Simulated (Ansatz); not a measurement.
Li:
```
Li
1.0
    3.05328     0.00000     0.00000
   -1.52664     2.64422     0.00000
    0.00000     0.00000     5.00314
Li
2
Direct
  0.33333   0.66667   0.25000
  0.66667   0.33333   0.75000
```

Relaxed with PBEsol. Special points in fractions of this cell's reciprocal vectors: Γ (0.000, 0.000, 0.000); M (0.500, 0.000, 0.000); K (0.333, 0.333, 0.000); A (0.000, 0.000, 0.500); L (0.500, 0.000, 0.500); H (0.333, 0.333, 0.500).

Task: List the band energies nearest the Fermi level at these points for plane-wave PAW PBEsol (Ansatz code).

Result: In eV from the Fermi level; about four levels below and three above (degenerate sets whole), none deeper than 8.9 eV; … stands for higher levels left out; points with the same levels are listed once.

| k | below | above |
|---|---|---|
| Γ | -3.57 -0.04 | 2.90 12.56 12.56 |
| M | -0.08 | 1.05 4.69 5.84 |
| K | – | 1.30 2.25 2.25 |
| A | -2.46 -2.46 | 7.95 7.95 … |
| L | – | 0.68 0.68 3.51 3.51 |
| H | – | 2.18 2.18 2.77 2.77 |

Space group P6_3/mmc (hcp (Mg type)). The first step of the workflow began from a Materials Project structure, measured or hypothetical; the Crystallography Open Database files this formula in space group No. 194, but the cells were not matched. It is not the phase usual at ambient conditions (space group No. 229). The cell was relaxed with PBEsol under the symmetry of its start; of distortions, only those at the zone centre were tested.

Potentials: the earlier of the program's two PAW sets.
